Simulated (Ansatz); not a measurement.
Starting cell, ZrC (rock salt):

```
ZrC
1.0
    0.00000     4.70874     4.70874
    2.35437     0.00000     2.35437
    2.35437     2.35437     0.00000
C Zr
2 2
Cartesian
  0.00000   0.00000   0.00000
  2.35437   2.35437   4.70874
  2.35437   2.35437   2.35437
  2.35437   4.70874   4.70874
```

The atoms are displaced by Q × the pattern below (from a DFPT mode at L = (0.5, 0.0, 0.0), largest move 1; Q in Å), at fixed cell. (q is in reciprocal vectors of the primitive cell; the cell shown is doubled to hold the pattern.)

```json
[
 {"atom": "C1", "x": "0.577", "y": "-0.577", "z": "-0.577"},
 {"atom": "C2", "x": "-0.577", "y": "0.577", "z": "0.577"}
]
```

Atoms not listed stay in place.

All values below come from PBE (plane waves to 420 eV, PAW, scalar-relativistic; Ansatz, a quantum-chemistry and plane-wave program). k mesh 17×17×17 (Γ-centred), Fermi-Dirac smearing 0.05 eV. The energy includes the smearing's −TS. With partly filled bands, energies and forces of such displacements shift with the k mesh and the smearing. ZrC is run without spin polarisation. ZrC was relaxed with its symmetry unable to fall. ΔE is measured from the undisplaced structure. The last digit holds for this mesh only.

| Q (Å) | ΔE (meV/cell) |
|---|---|
| -0.1000 | 187.8 |
| -0.0833 | 130.5 |
| -0.0667 | 83.6 |
| -0.0500 | withheld |
| -0.0333 | 20.9 |
| -0.0167 | 5.2 |
| 0.0000 | 0.0 |
| 0.0167 | 5.2 |
| 0.0333 | 20.9 |
| 0.0500 | withheld |
| 0.0667 | 83.6 |
| 0.0833 | 130.5 |
| 0.1000 | 187.8 |

Problem. Fit an even polynomial form (powers 2, 4) to the given rows and predict ΔE at Q = -0.0500.

Solution. Least squares on the 11 given rows: ΔE = (18830)·Q² + (-4494)·Q⁴, in meV/cell with Q in Å; root-mean-square residual 0.05 meV/cell. At -0.0500 the fit gives 47.0 meV/cell; the calculation gives 47.0 meV/cell, the same to the digits shown. The quadratic term alone would give 47.1 meV/cell.

(A displaced cell: forces are minus the slopes of the energy, force constants its curvatures, and phonons follow from these.)
